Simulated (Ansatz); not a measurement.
**Course of a relaxation: Tl₄Br**

The guess for Tl₄Br was made by a generator: random cell by space group and Wyckoff sites (Im-3m, No. 229). The dimensions are guesses.

```
Tl Br
1.0
    -3.04667    3.04667    3.04667
     3.04667   -3.04667    3.04667
     3.04667    3.04667   -3.04667
Tl Br
4 1
Cartesian
  1.5233 1.5233 1.5233
  1.5233 1.5233 -1.5233
  1.5233 -1.5233 1.5233
  -1.5233 1.5233 1.5233
  0.0000 0.0000 0.0000
```

Computed with DFT PBE, scalar-relativistic, plane waves, PAW in Ansatz 0.2.0. Cutoff 420 eV, Gaussian smearing, Γ-centred meshes. Cell and atoms relax first on a coarse mesh and then on a finer one. In between, the cell is made exact in the group found at 0.06 Å. In metals the finer mesh still leaves noise of several meV/atom or more. The steps can't lower the symmetry of their start. No spin polarisation.

Steps on the 4×4×4 mesh (5 atoms, 10 steps). The free energy counts from the last step; the plane-wave basis is renewed at times, which shifts energy and pressure.

| step | ΔF (meV/atom) | V (Å³/atom) | P (GPa) |
| --- | --- | --- | --- |
| 1 | 1239.9 | 22.62 | 39.88 |
| 2 | 601.0 | 26.10 | 21.05 |
| 3 | 245.7 | 29.91 | 10.07 |
| 4 | 78.5 | 34.18 | 3.09 |
| 5 | 57.5 | 37.41 | -0.84 |
| 6 | 55.5 | 36.67 | 0.02 |
| 7 | 19.3 | 36.67 | 1.91 |
| 8 | 5.5 | 38.31 | 0.91 |
| 9 | 0.5 | 39.94 | 0.14 |
| 10 | 0.0 | 39.94 | 0.13 |

The relaxed structure, after a last relaxation on the converged mesh:

```cif
data_structure
_symmetry_space_group_name_H-M 'Im-3m'
_symmetry_Int_Tables_number 229
_cell_length_a 7.3889
_cell_length_b 7.3889
_cell_length_c 7.3889
_cell_angle_alpha 90.000
_cell_angle_beta 90.000
_cell_angle_gamma 90.000
_cell_volume 403.40
loop_
_atom_site_label
_atom_site_type_symbol
_atom_site_symmetry_multiplicity
_atom_site_Wyckoff_symbol
_atom_site_fract_x
_atom_site_fract_y
_atom_site_fract_z
_atom_site_occupancy
Tl1 Tl 8 c 0.25000 0.25000 0.25000 1
Br1 Br 2 a 0.00000 0.00000 0.00000 1
```

The symmetry stays Im-3m (No. 229). The volume per atom grows by 78.3 %, from 22.6 to 40.3 Å³. The shortest distance goes from 2.64 Å (Tl–Br) to 3.20 Å (Tl–Br). The energy falls by about 1.2 eV/atom (the start's value is from the coarse mesh). Tl is surrounded by 2 Br at 3.20 Å and 6 Tl at 3.69 Å; Br is surrounded by 8 Tl at 3.20 Å.

```json
{"Volume per atom": "40.34 Å³", "Density": "7.39 g/cm³", "Energy over the elements": "−0.06 eV/atom", "Gap on the 8×8×8 mesh of the 5-atom cell": "0 eV (a metal)"}
```

Formation energies are uncorrected and refer to the elements' standard structures at the same level. The references include crystalline Br.

The last run used Gaussian smearing of 0.10 eV. These runs have no spin–orbit coupling, which can matter for Tl. The reference form of Br is held partly by dispersion forces, which this level lacks. Symmetry constrained the relaxation, so the result can be a saddle point. In all, the 3 runs took 67 s on 1 thread of Intel(R) Xeon(R) Platinum 8259CL CPU @ 2.50GHz (Skylake/Cascade Lake) (shared host).
